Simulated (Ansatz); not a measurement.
An 8-atom cell of Sn₃PbO₄ built on the litharge structure (relaxed group Pmm2): a relaxation of cell and atoms in the PAW code Ansatz (PBE-D3(BJ)). It starts from a guessed cell.

```yaml
crystal:
  lattice:
    - [3.83189695, 0.0, 0.0]
    - [0.0, 7.66379389, 0.0]
    - [0.0, 0.0, 4.9102372]
  atoms:
    - { symbol: Sn, position: [0.5, 0.75, 0.76462614] }
    - { symbol: Sn, position: [0.0, 0.0, 0.23537386] }
    - { symbol: O, position: [0.5, 0.0, 0.0] }
    - { symbol: O, position: [0.0, 0.75, 0.0] }
    - { symbol: Sn, position: [0.5, 0.25, 0.76462614] }
    - { symbol: Pb, position: [0.0, 0.5, 0.23537386] }
    - { symbol: O, position: [0.5, 0.5, 0.0] }
    - { symbol: O, position: [0.0, 0.25, 0.0] }
kpoints:
  mp_grid: { grid: [6, 4, 6] }
hamiltonian:
  xc: pbe
  dispersion: d3bj
scf:
  occupations: { method: fermi_dirac, width: 0.02 }
relax:
  f_tol: 0.005
  cell: {}
```

The trajectory has 11 recorded frames, each with fractional positions and then forces in eV/Å along x, y and z. The last, and any step after a large change of cell, is solved on a basis re-selected at its cell; pressure is positive in compression.

Step 1: energy 0.0 meV/atom from step 1, largest force component 2.311 eV/Å, pressure +3.59 GPa; a = 3.832 Å, b = 7.664 Å, c = 4.910 Å, α = 90.00°, β = 90.00°, γ = 90.00°
```
Sn 0.5000 0.7500 0.7646     0.000   0.056  -0.017
Sn 0.0000 0.0000 0.2354     0.000   0.000   0.078
O  0.5000 0.0000 0.0000     0.000   0.000  -0.050
O  0.0000 0.7500 0.0000     0.000   0.916  -0.587
Sn 0.5000 0.2500 0.7646     0.000  -0.056  -0.017
Pb 0.0000 0.5000 0.2354     0.000   0.000   2.311
O  0.5000 0.5000 0.0000     0.000   0.000  -1.132
O  0.0000 0.2500 0.0000     0.000  -0.916  -0.587
```

Step 2: energy -30.0 meV/atom from step 1, largest force component 0.476 eV/Å, pressure -0.87 GPa; a = 3.868 Å, b = 7.737 Å, c = 4.850 Å, α = 90.00°, β = 90.00°, γ = 90.00°
```
Sn 0.5000 0.7530 0.7599     0.000  -0.169   0.476
Sn 0.0000 0.0000 0.2373     0.000   0.000  -0.240
O  0.5000 0.0000 0.0003     0.000   0.000  -0.106
O  0.0000 0.7551 0.9942     0.000   0.317  -0.103
Sn 0.5000 0.2470 0.7599     0.000   0.169   0.476
Pb 0.0000 0.5000 0.2665     0.000   0.000  -0.290
O  0.5000 0.5000 0.9876     0.000   0.000  -0.111
O  0.0000 0.2449 0.9942     0.000  -0.317  -0.103
```

Step 3 (rejected): energy -25.5 meV/atom from step 1, largest force component 0.437 eV/Å, pressure -0.80 GPa; a = 3.930 Å, b = 7.856 Å, c = 4.881 Å, α = 90.00°, β = 90.00°, γ = 90.00°
```
Sn 0.5000 0.7538 0.7756     0.000   0.002  -0.437
Sn 0.0000 0.0000 0.2304     0.000   0.000   0.313
O  0.5000 0.0000 0.0041     0.000   0.000  -0.035
O  0.0000 0.7603 0.9916     0.000  -0.011   0.093
Sn 0.5000 0.2462 0.7756     0.000  -0.002  -0.437
Pb 0.0000 0.5000 0.2509     0.000   0.000   0.201
O  0.5000 0.5000 0.9803     0.000   0.000   0.210
O  0.0000 0.2397 0.9916     0.000   0.011   0.093
```

**Question.** How does the relaxation go on, and where does it end?

**Answer.**
Step 4: energy -33.4 meV/atom from step 1, largest force component 0.079 eV/Å, pressure -0.28 GPa; a = 3.886 Å, b = 7.774 Å, c = 4.827 Å, α = 90.00°, β = 90.00°, γ = 90.00°
```
Sn 0.5000 0.7530 0.7654     0.000  -0.020   0.027
Sn 0.0000 0.0000 0.2372     0.000   0.000  -0.020
O  0.5000 0.0000 0.0017     0.000   0.000  -0.051
O  0.0000 0.7586 0.9928     0.000   0.079  -0.014
Sn 0.5000 0.2470 0.7654     0.000   0.020   0.027
Pb 0.0000 0.5000 0.2602     0.000   0.000   0.037
O  0.5000 0.5000 0.9845     0.000   0.000   0.007
O  0.0000 0.2414 0.9928     0.000  -0.079  -0.014
```

Step 5: energy -33.6 meV/atom from step 1, largest force component 0.039 eV/Å, pressure -0.09 GPa; a = 3.881 Å, b = 7.762 Å, c = 4.834 Å, α = 90.00°, β = 90.00°, γ = 90.00°
```
Sn 0.5000 0.7529 0.7656     0.000  -0.016   0.005
Sn 0.0000 0.0000 0.2368     0.000   0.000  -0.004
O  0.5000 0.0000 0.0009     0.000   0.000  -0.035
O  0.0000 0.7590 0.9926     0.000   0.039  -0.006
Sn 0.5000 0.2471 0.7656     0.000   0.016   0.005
Pb 0.0000 0.5000 0.2608     0.000   0.000   0.026
O  0.5000 0.5000 0.9849     0.000   0.000   0.015
O  0.0000 0.2410 0.9926     0.000  -0.039  -0.006
```

Step 6: energy -33.7 meV/atom from step 1, largest force component 0.023 eV/Å, pressure -0.01 GPa; a = 3.879 Å, b = 7.749 Å, c = 4.845 Å, α = 90.00°, β = 90.00°, γ = 90.00°
```
Sn 0.5000 0.7522 0.7658     0.000   0.009   0.006
Sn 0.0000 0.0000 0.2358     0.000   0.000  -0.023
O  0.5000 0.0000 0.9991     0.000   0.000  -0.003
O  0.0000 0.7593 0.9922     0.000  -0.002  -0.002
Sn 0.5000 0.2478 0.7658     0.000  -0.009   0.006
Pb 0.0000 0.5000 0.2619     0.000   0.000   0.015
O  0.5000 0.5000 0.9870     0.000   0.000   0.002
O  0.0000 0.2407 0.9922     0.000   0.002  -0.002
```

Step 7: energy -33.7 meV/atom from step 1, largest force component 0.003 eV/Å, pressure +0.02 GPa; a = 3.879 Å, b = 7.746 Å, c = 4.845 Å, α = 90.00°, β = 90.00°, γ = 90.00°
```
Sn 0.5000 0.7521 0.7659     0.000  -0.002  -0.003
Sn 0.0000 0.0000 0.2351     0.000   0.000   0.002
O  0.5000 0.0000 0.9987     0.000   0.000   0.000
O  0.0000 0.7592 0.9921     0.000   0.000  -0.001
Sn 0.5000 0.2479 0.7659     0.000   0.002  -0.003
Pb 0.0000 0.5000 0.2626     0.000   0.000   0.002
O  0.5000 0.5000 0.9876     0.000   0.000   0.002
O  0.0000 0.2408 0.9921     0.000   0.000  -0.001
```

Step 8: energy -34.4 meV/atom from step 1, largest force component 0.003 eV/Å, pressure +0.07 GPa; a = 3.879 Å, b = 7.746 Å, c = 4.845 Å, α = 90.00°, β = 90.00°, γ = 90.00°
```
Sn 0.5000 0.7521 0.7659     0.000  -0.002  -0.002
Sn 0.0000 0.0000 0.2351     0.000   0.000   0.002
O  0.5000 0.0000 0.9987     0.000   0.000   0.000
O  0.0000 0.7592 0.9921     0.000   0.000  -0.001
Sn 0.5000 0.2479 0.7659     0.000   0.002  -0.002
Pb 0.0000 0.5000 0.2626     0.000   0.000   0.003
O  0.5000 0.5000 0.9876     0.000   0.000   0.002
O  0.0000 0.2408 0.9921     0.000   0.000  -0.001
```

Step 9: energy -34.4 meV/atom from step 1, largest force component 0.009 eV/Å, pressure -0.02 GPa; a = 3.888 Å, b = 7.743 Å, c = 4.834 Å, α = 90.00°, β = 90.00°, γ = 90.00°
```
Sn 0.5000 0.7521 0.7657     0.000   0.001   0.003
Sn 0.0000 0.0000 0.2354     0.000   0.000  -0.003
O  0.5000 0.0000 0.9993     0.000   0.000  -0.006
O  0.0000 0.7593 0.9913     0.000  -0.005   0.006
Sn 0.5000 0.2479 0.7657     0.000  -0.001   0.003
Pb 0.0000 0.5000 0.2631     0.000   0.000  -0.009
O  0.5000 0.5000 0.9883     0.000   0.000  -0.001
O  0.0000 0.2407 0.9913     0.000   0.005   0.006
```

Step 10: energy -34.4 meV/atom from step 1, largest force component 0.001 eV/Å, pressure 0.00 GPa; a = 3.888 Å, b = 7.742 Å, c = 4.835 Å, α = 90.00°, β = 90.00°, γ = 90.00°
```
Sn 0.5000 0.7521 0.7657     0.000   0.000   0.000
Sn 0.0000 0.0000 0.2353     0.000   0.000   0.001
O  0.5000 0.0000 0.9992     0.000   0.000   0.000
O  0.0000 0.7593 0.9915     0.000   0.000  -0.001
Sn 0.5000 0.2479 0.7657     0.000   0.000   0.000
Pb 0.0000 0.5000 0.2629     0.000   0.000   0.000
O  0.5000 0.5000 0.9882     0.000   0.000   0.001
O  0.0000 0.2407 0.9915     0.000   0.000  -0.001
```

Step 11: energy -34.4 meV/atom from step 1, largest force component 0.001 eV/Å, pressure 0.00 GPa; a = 3.888 Å, b = 7.742 Å, c = 4.835 Å, α = 90.00°, β = 90.00°, γ = 90.00°
```
Sn 0.5000 0.7521 0.7657     0.000   0.000   0.000
Sn 0.0000 0.0000 0.2353     0.000   0.000   0.001
O  0.5000 0.0000 0.9992     0.000   0.000   0.000
O  0.0000 0.7593 0.9915     0.000   0.000  -0.001
Sn 0.5000 0.2479 0.7657     0.000   0.000   0.000
Pb 0.0000 0.5000 0.2629     0.000   0.000   0.000
O  0.5000 0.5000 0.9882     0.000   0.000   0.001
O  0.0000 0.2407 0.9915     0.000   0.000  -0.001
```

The walk took 9 steps and changed the volume by +0.9 %. The last SCF, on a fresh basis, lies 34.4 meV an atom below the first. At the end: space group Pmm2 (No. 25), orthorhombic; conventional cell a = 3.888 Å, b = 7.742 Å, c = 4.835 Å, 18.19 Å³ an atom. Around Sn lie 4 O at 2.23 Å; around Sn lie 4 O at 2.21–2.25 Å; around O lie 4 Sn at 2.23–2.25 Å; around O lie 3 Sn at 2.21–2.23 Å and 1 Pb at 2.40 Å; around Pb lie 4 O at 2.35–2.40 Å; around O lie 2 Sn at 2.23 Å and 2 Pb at 2.35 Å.

Command: `ansatz run input.yaml --threads 2 --pin off --max-ram 29491MiB --backend cpu --events-out ev --progress --plain --runs-dir out`. Wall time 2.1 min on 2 threads of AMD EPYC 7R13 Processor (Zen 3) (shared host), load about 2.1 per core; peak host memory 0.69 GiB.

Note: simulated data, non-magnetic, for a generated structure that need not be the stable one.
